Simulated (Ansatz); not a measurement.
Input:

SiGe:
```
CELL_PARAMETERS angstrom
      3.19720     0.00000     0.00000
      0.00000     3.19720     0.00000
      0.00000     0.00000     3.19720
ATOMIC_POSITIONS crystal
  Ge 0.00000 0.00000 0.00000
  Si 0.50000 0.50000 0.50000
```

This is the PBEsol-relaxed structure.

Problem. All from DFT-PBEsol in the program Ansatz with PAW potentials, unless another level is named. Estimate the bulk modulus (Birch–Murnaghan fit).

Solution. 851 kbar.

Problem. Predict the elastic constants (relaxed ions, GPa).

Solution. C11 = 67.2, C12 = 94.7, C44 = 21.2.

Problem. Give the highest zone-centre frequency.

Solution. 147 cm^-1.

Space group Pm-3m (CsCl type). The cell is a constructed one: a structure type filled with these elements; neither database checked (COD, Materials Project) lists it. Whether it is the stable phase at ambient conditions was not checked. Symmetry was held in the PBEsol relaxation. At this level the phase is mechanically unstable. As this level gives no gap, shear constants depend on the k-mesh and smearing (Fermi–Dirac, 0.1 eV here). As this level gives no gap, phonon frequencies hold no LO–TO term and depend on the k-mesh and smearing (Fermi–Dirac, 0.1 eV here). On the denser mesh and wider smearing of the elastic run this cell carries a stress of 0.3 GPa.

Potentials: the later of the program's two PAW sets.
